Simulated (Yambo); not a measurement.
G0W0@PBEsol for GeSe (space group Pnma, No. 62) in Yambo. Reference settings: 1×4×2 Γ-centred k mesh, bands 21 to 312 and a 7 Ry block in the screening, 312 bands in G with the Bruneval-Gonze terminator, plasmon pole fitted at 27.2 eV. The PBEsol gap Γ → Γ on this mesh is 0.88 eV; G0W0 gaps are taken between the same points.

The settings were changed. The gap went from 1.55 eV to 1.56 eV, and the shift of the valence edge from -0.86 eV to -0.91 eV.

**Question.** Name the change that produced these shifts.
A. 135 bands in G
B. 211 bands in G, no terminator
C. 160 bands in W
D. pole fitted at 40 eV

**Answer.** D, pole fitted at 40 eV. The others gave (gap, valence shift): 135 bands in G: 1.55, -0.77 eV; 160 bands in W: 1.56, -0.72 eV; 211 bands in G, no terminator: 1.52, -0.64 eV.

The standard potentials for Ge, Se keep a d shell in the valence without the s and p states of that shell. In tests on such compounds this moved G0W0 gaps by up to about 0.9 eV, so absolute quasiparticle energies here are unreliable; differences between settings are what counts.

Spin-orbit coupling is not included.

Geometry relaxed with PBE+D3(BJ); primitive cell a = 11.0345 Å, b = 3.9046 Å, c = 4.3733 Å, α = β = γ = 90.00°.

A shift is the quasiparticle energy of the state minus its PBEsol energy.
